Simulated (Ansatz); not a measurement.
Problem. Each is relaxed and computed with LDA in the plane-wave PAW code Ansatz. Which alone has a direct gap?
A. BN, wurtzite
B. Sr3SbN, anti-perovskite
C. AlN, zinc blende
D. SrHfN2, R-3m (Sr on 3a, Hf on 3b, N on 6c)

Solution. B, Sr3SbN, anti-perovskite. Sr3SbN: gap 0.10 eV (direct); SrHfN2: gap 0.08 eV (indirect); BN: gap 4.93 eV (indirect); AlN: gap 3.25 eV (indirect). Standing as an ambient phase not checked: Sr3SbN, anti-perovskite; SrHfN2, R-3m (Sr on 3a, Hf on 3b, N on 6c). All cells were relaxed under the symmetry of their starts (and spin orders); stability against distortions was not tested throughout. Rows with no word on spin ran without spin polarisation. Scalar-relativistic: spin–orbit coupling is off unless named, which matters more the heavier the elements.

Potentials: the later of the program's two PAW sets.
